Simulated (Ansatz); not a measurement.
Method: Ansatz 0.2.0, DFT PBE, scalar-relativistic, plane waves, PAW. Settings: cutoff 420 eV, Γ-centred meshes spaced at most about 0.3 Å⁻¹ (2π included), Gaussian smearing. No spin polarisation in the final relaxations.

These are static total energies at zero pressure.

Two forms of LiGeBr3 were relaxed alike.

A.

```xyz
10
Lattice="7.5566 0.0000 0.0000 0.0000 7.5566 0.0000 0.0000 0.0000 5.3710" Properties=species:S:1:pos:R:3 pbc="T T T"
Li    0.0000    3.7783    2.6855
Li    3.7783    0.0000    2.6855
Ge    3.7783    3.7783    0.0000
Ge    0.0000    0.0000    0.0000
Br    6.3144    2.5362    0.0000
Br    5.0204    6.3144    0.0000
Br    3.7783    3.7783    2.6855
Br    1.2421    5.0204    0.0000
Br    2.5362    1.2421    0.0000
Br    0.0000    0.0000    2.6855
```

B.

```xyz
5
Lattice="5.4866 0.0000 0.0000 0.0000 5.4866 0.0000 0.0000 0.0000 5.4866" Properties=species:S:1:pos:R:3 pbc="T T T"
Li    2.7433    2.7433    2.7433
Ge    0.0000    0.0000    0.0000
Br    2.7433    0.0000    0.0000
Br    0.0000    2.7433    0.0000
Br    0.0000    0.0000    2.7433
```

**Question.** Which form is favoured at zero pressure, and by what margin per atom?

**Answer.** A is lower, by 81 meV/atom. A has space group P4/mbm (No. 127), 30.7 Å³/atom and a gap of 0.99 eV on its mesh; B has the cubic perovskite type, space group Pm-3m (No. 221), 33.0 Å³/atom and a gap of 0.47 eV. Counting Br atoms around Ge and Li (those within 1.25 times the shortest such distance or 1.15 times the sum of covalent radii; a plus sign parts nearer from farther groups; the shortest distance is added where it is long for a bond), A has Li 4+4 from 3.2 Å, Ge 6 and B has Li 12 from 3.9 Å, Ge 6. The denser one is the lower, and pressure would at first widen the difference. In A, Li has 4 Br at 3.21 Å and 4 Br at 3.78 Å; Ge has 6 Br at 2.69–2.82 Å; around Br on a site of symmetry m2m lie 2 Ge at 2.82 Å and 2 Li at 3.21 Å; 1 more site not described. In B, Li has 12 Br at 3.88 Å (long contacts); Ge is surrounded by 6 Br at 2.74 Å; around Br lie 2 Ge at 2.74 Å, 4 Li at 3.88 Å and 8 Br at 3.88 Å. Both come from invented guesses.

Kohn–Sham gaps at this level usually fall short of measured ones. Cells relaxed within their symmetry can be saddle points.
